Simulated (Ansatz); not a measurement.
Input and command of a plane-wave DFT calculation in Ansatz:

```yaml
crystal:
  lattice:
    - [-2.965828125, 3.0225, 2.965828125]
    - [3.079171875, -3.0225, 3.079171875]
    - [2.965828125, 3.0225, -2.965828125]
  atoms:
    - { symbol: Cs, position: [0.0, 0.0, 0.0] }
basis:
  ecutwfc: 420
kpoints:
  mp_grid: { grid: [12, 12, 12] }
hamiltonian:
  xc: pbesol
scf:
  occupations: { method: gaussian, width: 0.15 }
output:
  forces: true
  stress: true
  eigenvalues: true
```

```bash
ansatz run input.yaml --threads 1 --pin off --max-ram 2560MiB --backend cpu --events-out ev --progress --plain --runs-dir out
```

Processor: Arm Neoverse V2, 1 thread, on a host shared with other jobs.

Problem. Estimate time, memory and problem size.

Solution. About 12 s on 1 thread of Arm Neoverse V2 (shared host), peak memory 0.56 GiB. It solves 9 bands at 280 k points (the mesh reduced by symmetry) with about 2151 plane waves, in 6 SCF iterations.
